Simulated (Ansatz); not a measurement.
**A sublattice moved along a line in Ta3N**

All numbers below come from DFT PBE, scalar-relativistic, plane waves, PAW (Ansatz). The runs took a 420 eV cutoff, a Γ-centred 18×18×6 mesh and Gaussian smearing (0.15 eV). Spin–orbit coupling is left out, which can shift energies with elements as heavy as these. No spin polarisation. Energies are free energies at this smearing, counted from the undisturbed cell; pressure is positive in compression.

Zero of the scan (relaxed at this level; it needn't be the usual structure):

```yaml
crystal:
  lattice:
    - [3.02177, 0.00000, 0.00000]
    - [-1.51089, 2.61693, 0.00000]
    - [0.00000, 0.00000, 7.55759]
  atoms:
    - { symbol: Ta, position: [0.00000, 0.00000, 0.50000] }
    - { symbol: Ta, position: [0.33333, 0.66667, 0.17360] }
    - { symbol: Ta, position: [0.66667, 0.33333, 0.82640] }
    - { symbol: N, position: [0.00000, 0.00000, 0.00000] }
```

Every Ta atom is moved by x along the Cartesian unit vector (-0.500, -0.289, -0.816); the cell and all other atoms stay fixed. The cell is metallic on the mesh throughout.

```csv
x (Å),ΔE (meV/cell),force along x on the moved atoms (eV/Å),pressure (GPa)
-0.5000,1776.6,7.33,15.9
-0.2500,443.7,3.51,4.0
0.0000,0.0,0.00,0.0
0.0625,?,-0.90,?
0.1250,112.5,-1.79,1.0
0.1875,251.2,-2.65,2.3
0.3125,?,?,6.3
0.3750,991.3,-5.28,9.0
0.4375,1352.0,-6.27,12.2
```

By symmetry 0.5000 repeats -0.5000, -0.3750 repeats 0.3750, 0.2500 repeats -0.2500, -0.1250 repeats 0.1250 in energy, with the opposite slope along the path.

(1) Give the withheld values.

Answers

(1) ΔE (meV/cell) at x (Å) = 0.0625: 28.3; pressure (GPa) at x (Å) = 0.0625: 0.3; ΔE (meV/cell) at x (Å) = 0.3125: 689.9; force along x on the moved atoms (eV/Å) at x (Å) = 0.3125: -4.37.

Cost: 9 runs of about 2.3 core-minutes in all, on AMD EPYC 9R45 (Zen 5) (shared hosts).